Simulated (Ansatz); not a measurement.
# Zr2C, first-principles data

Zr2C:
```cif
data_C2Zr4
_chemical_formula_sum 'Zr4 C2'
_space_group_name_H-M_alt 'P 1'
_space_group_IT_number 1
_cell_length_a 3.60192
_cell_length_b 3.60192
_cell_length_c 6.90406
_cell_angle_alpha 90.000
_cell_angle_beta 90.000
_cell_angle_gamma 90.000
loop_
_space_group_symop_operation_xyz
  'x, y, z'
loop_
_atom_site_label
_atom_site_type_symbol
_atom_site_fract_x
_atom_site_fract_y
_atom_site_fract_z
_atom_site_occupancy
Zr1 Zr 0.00000 0.00000 0.00000 1
Zr2 Zr 0.50000 0.50000 0.00000 1
Zr3 Zr 0.50000 0.00000 0.36982 1
Zr4 Zr 0.00000 0.50000 0.63018 1
C1 C 0.50000 0.00000 0.72923 1
C2 C 0.00000 0.50000 0.27077 1
```

Space group P4/nmm (No. 129); conventional cell a = 3.6019 Å, b = 3.6019 Å, c = 6.9041 Å, α = 90.00°, β = 90.00°, γ = 90.00°.

Method: plane-wave PAW PBEsol (Ansatz code). Geometry: relaxed at this level of theory. Other levels are named where they apply.

### Cell and energy

| Item | Value |
|---|---|
| Volume per atom | 14.93 Å³ |
| Density | 7.21 g/cm³ |
| Formation energy from the elements (no fitted shifts) | -0.007 eV/atom |

### Electronic structure

| Property | Value |
|---|---|
| Electronic character | metallic (no gap) |
| Density of states at the Fermi level | 0.36 states/eV per atom (mean over ±0.08 eV) |
| Gap with spin–orbit coupling | none (metallic) |

### Mechanics

| Item | Value |
|---|---|
| Bulk modulus (Birch–Murnaghan fit) | 1690 kbar |
| Pressure derivative B′ | 4.2 |

### Phonons

| Quantity | Result |
|---|---|
| Highest zone-centre frequency | 412 cm⁻¹ |
| Zone-centre stability | no imaginary mode at Γ |

The cell is a constructed one: a structure type filled with these elements; neither database checked (COD, Materials Project) lists it. Whether it is the stable phase at ambient conditions was not checked. The PBEsol relaxation kept the symmetry of its start. The run is not spin-polarised. As this level gives no gap, phonon frequencies hold no LO–TO term and depend on the k-mesh and smearing (Fermi–Dirac, 0.1 eV here). The references are the lowest solids computed at this level, not always the standard phases. Spin–orbit coupling is left out wherever it is not named.

Potentials: the earlier of the program's two PAW sets. The files were generated under PBE; for other functionals the program regenerates the frozen cores, and for LDA and PBEsol the local potential too.
